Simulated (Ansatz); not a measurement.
AlAs (zinc blende, F-43m), a = b = c = 5.629 Å, α = β = γ = 90.00°; the cell used has 2 atoms.

Relaxed with LDA.

Give the optical modes at the zone centre with their infrared and Raman activity from DFPT, DFT-LDA in the program Ansatz with PAW potentials.

Transverse frequencies, without the LO–TO term; a row sums one degenerate level.

```tsv
ω (cm⁻¹)	degeneracy	IR ((D/Å)²/amu)	Raman (Å⁴/amu)	activity	symmetry
358	3	16.10	210	IR+Raman	T2
```

How high does the top mode go among those that the LO–TO term moves?

395 cm⁻¹ for q along x.

The cell was relaxed with LDA under the symmetry of its start; phonons on a q-mesh show no instability.

Potentials: the earlier of the program's two PAW sets.
